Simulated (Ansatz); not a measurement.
**SiPb**

```
Pb Si
1.0
     0.00000    2.93077    2.93077
     2.93077    0.00000    2.93077
     2.93077    2.93077    0.00000
Pb Si
1 1
Direct
  0.00000 0.00000 0.00000
  0.50000 0.50000 0.50000
```

Atoms are numbered in the order listed.

The structure comes from a relaxation in the same program, started in the rocksalt type, and has space group Fm-3m. Whether it is a known phase or the ground state wasn't checked.

No spin–orbit coupling, which matters for the heavy atoms here.

All numbers are computed: DFT, PBE, all-electron LAPW, scalar-relativistic (Ansatz 0.2.0); DFT, PBE, PAW with Ansatz's default frozen-core files, scalar-relativistic (Ansatz 0.2.0).

For LAPW: a Γ-centred 13×13×13 k mesh, Fermi–Dirac smearing of 0.05 eV, basis error target 0.25 meV/atom, no spin polarisation. PAW takes a cutoff of 420 eV at this cell. The Ansatz runs share mesh, smearing and spin set-up. Values come from LAPW unless marked.

- Volume per atom: 25.17 Å³
- Pressure at this cell: 0.00 GPa

**Question.** Give the computed value. Density of states at the Fermi level (0.2 eV bin).

**Answer.** 1.20 states/eV per cell.

**Question.** Predict this quantity. Band gap.

**Answer.** none: bands cross the Fermi level, a metal.

**Question.** Give the computed value. Bader charges (from the PAW run).

**Answer.** Pb1 +0.21, Si2 -0.21 e.

**Question.** Give the computed value. Löwdin charges (with 0.05 e of the cell spilling out of the atomic basis, so their sizes and signs hang on that basis).

**Answer.** Pb1 0.15, Si2 -0.10 e.
